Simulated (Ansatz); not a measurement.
Pt: energy along a strain

Pt, Im-3m, a = 3.168 Å (as given, not relaxed at this level: -10.9 GPa). This isn't the element's structure at ambient conditions. Ansatz: PBEsol, PAW, 420 eV, Γ-centred 22×22×22 mesh on 1 atom, Gaussian smearing 0.15 eV; no spin polarisation. Cell vectors (Å): -1.584 1.584 1.584; 1.584 -1.584 1.584; 1.584 1.584 -1.584. The cell is strained by x per cent times the pattern (0 0 1 0 0 0) in the order xx yy zz yz xz xy (engineering shears), with fractional coordinates held. y is the free energy over the start, V0 = 15.904 Å³/atom.

| x (%) | y (meV/atom) |
| --- | --- |
| -4.00 | ? |
| -3.00 | -25.55 |
| -2.00 | -18.64 |
| -1.00 | -10.09 |
| 0.00 | 0.00 |
| 1.00 | 11.58 |
| 2.00 | 24.59 |
| 3.00 | 38.99 |
| 3.50 | 46.71 |
| 4.00 | 54.76 |

Fit y = c1 x + c2 x² + c3 x³ to the other rows, get the stiffness along the pattern, and predict the missing energy.

Least squares on the rows shown. y = 10.838 x + 0.74680 x² − 0.0086077 x³. The clamped-ion stiffness p·C·p = 2 × 7.468 eV × 160.2 / 15.904 Å³ = 150 GPa, which is C33 in these axes (C11 of the cubic crystal) (second derivative at the start, which stands under stress). At x = -4.00 the fit asked for gives -30.85 meV/atom. The run gave -30.67 meV/atom, so the fit is 0.18 meV/atom too low, 0.21 % of the span of the series, against an rms of 0.01 meV/atom on the fitted rows. The row lies outside the fitted range. With a term in x⁴ added, a fit to the same known rows predicts -30.74 meV/atom, so most of the miss is curvature that the known rows already hold.

Spin–orbit coupling is left out, which can shift energies with elements as heavy as these.